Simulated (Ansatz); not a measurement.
SrCl2 built on the fluorite prototype, relaxed with r2SCAN: 8 runs in the PAW code Ansatz, each a construction of maximally localised Wannier functions. Space group Fm-3m (No. 225), cubic; conventional cell a = 6.995 Å, 28.53 Å³ an atom. Around Sr lie 8 Cl at 3.03 Å; around Cl lie 4 Sr at 3.03 Å. Spin-unpolarised throughout; all numbers are computed.

```xyz
3
Lattice="0.0000 3.4977 3.4977 3.4977 0.0000 3.4977 3.4977 3.4977 0.0000" Properties=species:S:1:pos:R:3 pbc="T T T"
Sr    0.0000    0.0000    0.0000
Cl    1.7489    1.7489    1.7489
Cl    5.2466    5.2466    5.2466
```

Windows count from the top of the filled bands; a dash means that no such window was set (without an outer window there is no disentanglement). Rows marked drawn have settings drawn at random (some not listed).

```json
{"functional": "PBE", "SCF mesh": "6×6×6", "trial orbitals": "Cl p", "functions": "6", "mesh": "4×4×4", "window (eV)": "–", "frozen (eV)": "–", "settings": "chosen", "Ω total (Å²)": "8.58", "Ω invariant (Å²)": "8.54", "largest spread (Å²)": "1.43", "least projectability": "0.96", "interpolation miss of the model's filled bands (eV, to the nearest computed level)": "0.010"}
{"functional": "r2SCAN", "SCF mesh": "6×6×6", "trial orbitals": "Cl s, Cl p", "functions": "8", "mesh": "4×4×4", "window (eV)": "–", "frozen (eV)": "–", "settings": "chosen", "Ω total (Å²)": "9.72", "Ω invariant (Å²)": "8.34", "largest spread (Å²)": "1.22", "least projectability": "0.86", "interpolation miss of the model's filled bands (eV, to the nearest computed level)": "0.009"}
{"functional": "r2SCAN", "SCF mesh": "6×6×6", "trial orbitals": "Cl p", "functions": "6", "mesh": "4×4×4", "window (eV)": "–", "frozen (eV)": "–", "settings": "chosen", "Ω total (Å²)": "8.42", "Ω invariant (Å²)": "8.38", "largest spread (Å²)": "1.40", "least projectability": "0.97", "interpolation miss of the model's filled bands (eV, to the nearest computed level)": "0.009"}
{"functional": "HSE06", "SCF mesh": "4×4×4", "trial orbitals": "Cl s, Cl p", "functions": "8", "mesh": "4×4×4", "window (eV)": "–", "frozen (eV)": "–", "settings": "chosen", "Ω total (Å²)": "10.15", "Ω invariant (Å²)": "8.79", "largest spread (Å²)": "1.27", "least projectability": "0.82", "interpolation miss of the model's filled bands (eV, to the nearest computed level)": "–"}
{"functional": "PBE", "SCF mesh": "6×6×6", "trial orbitals": "Cl s, Cl p", "functions": "8", "mesh": "5×5×5", "window (eV)": "–", "frozen (eV)": "–", "settings": "drawn", "Ω total (Å²)": "9.84", "Ω invariant (Å²)": "8.46", "largest spread (Å²)": "1.23", "least projectability": "0.89", "interpolation miss of the model's filled bands (eV, to the nearest computed level)": "0.003"}
{"functional": "PBE", "SCF mesh": "6×6×6", "trial orbitals": "Cl s, Cl p", "functions": "8", "mesh": "3×3×3", "window (eV)": "–", "frozen (eV)": "–", "settings": "drawn", "Ω total (Å²)": "9.19", "Ω invariant (Å²)": "7.86", "largest spread (Å²)": "1.15", "least projectability": "0.90", "interpolation miss of the model's filled bands (eV, to the nearest computed level)": "0.043"}
```

Task: Estimate from these rows what the further settings give.
```tsv
functional	SCF mesh	trial orbitals	functions	mesh	window (eV)	frozen (eV)	settings
PBE	6×6×6	Cl s, Cl p	8	6×6×6	–	–	chosen
PBE	6×6×6	Cl s, Cl p	8	4×4×4	–	–	chosen
```

Result:
```
functional  SCF mesh  trial orbitals  functions   mesh  window (eV)  frozen (eV)  settings  Ω total (Å²)  Ω invariant (Å²)  largest spread (Å²)  least projectability  interpolation miss of the model's filled bands (eV, to the nearest computed level)
       PBE     6×6×6      Cl s, Cl p          8  6×6×6            –            –    chosen          9.96              8.58                 1.25                  0.88                                                                               0.001
       PBE     6×6×6      Cl s, Cl p          8  4×4×4            –            –    chosen          9.63              8.26                 1.20                  0.88                                                                               0.010
```

For Cl s, Cl p with PBE the spread goes 9.63 Å² (4×4×4), 9.96 Å² (6×6×6): finite differences on a coarse mesh understate it.
